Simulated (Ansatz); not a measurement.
Relaxed LiNbO$_{2}$ (space group P6_3/mmc):

```xyz
8
Lattice="2.8704 0.0000 0.0000 -1.4352 2.4858 0.0000 0.0000 0.0000 10.2253" Properties=species:S:1:pos:R:3 pbc="T T T"
Li     0.0000     0.0000     0.0000
Li     0.0000     0.0000     5.1127
Nb     0.0000     1.6572     7.6690
Nb     1.4352     0.8286     2.5563
O      0.0000     1.6572     1.2499
O      1.4352     0.8286     8.9754
O      1.4352     0.8286     6.3626
O      0.0000     1.6572     3.8628
```

A phonon eigenvector at Γ is frozen into this cell: atom i moves by Q times the vector below, so Q is the largest atomic displacement, in Å. The cell is held.

```tsv
atom	x	y	z
Li1	0.000	0.000	-1.000
Li2	0.000	0.000	1.000
O5	0.000	0.000	-0.330
O6	0.000	0.000	-0.330
O7	0.000	0.000	0.330
O8	0.000	0.000	0.330
```

Atoms not listed stay in place.

Calculation: LDA (plane waves to 420 eV, PAW, scalar-relativistic; Ansatz, a first-principles code). k mesh 13×13×4 (Γ-centred), Fermi-Dirac smearing 0.05 eV. Energies are smeared free energies. LiNbO2 is run without spin polarisation and with no Hubbard U. LiNbO2 was relaxed with its symmetry unable to fall. The zero of ΔE is the undisplaced structure.

The scan covers Q from -0.100 to 0.100 Å in 13 points.

Problem. Which space group does the distorted structure have?

Solution. P-6m2 (No. 187), lowered from P6_3/mmc.

Problem. Is this a single well or a double well?

Solution. A single well with its minimum at or next to zero displacement.

Problem. Is the energy the same for equal positive and negative displacements?

Solution. Even: the same for both signs.

Problem. What is the energy change at Q = 0.100 Å?

Solution. 97.7 meV/cell.

Problem. What harmonic wavenumber does the curvature at Q = 0 give?

Solution. 504 cm⁻¹.

(A displaced cell: forces are minus the slopes of the energy, force constants its curvatures, and phonons follow from these.)
